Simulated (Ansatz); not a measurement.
An elastic tensor (GPa, Voigt order, standard axes) from the program Ansatz at the r²SCAN level (PAW):

```
98.0  53.5  53.5   0.0   0.0   0.0
53.5  98.0  53.5   0.0   0.0   0.0
53.5  53.5  98.0   0.0   0.0   0.0
 0.0   0.0   0.0  45.9   0.0   0.0
 0.0   0.0   0.0   0.0  45.9   0.0
 0.0   0.0   0.0   0.0   0.0  45.9
```

Q: Which of these materials gives this?
A) LaB6, Pm-3m (La on 1a, B on 6f)
B) InP, zinc blende
C) Si3N4, Fd-3m (Si on 16c, Si on 8b, N on 32e)

A: B, InP, zinc blende

Space group F-43m (zinc blende). The cell was relaxed with r²SCAN under the symmetry of its start; of distortions, only those at the zone centre were tested.

Potentials: the earlier of the program's two PAW sets.
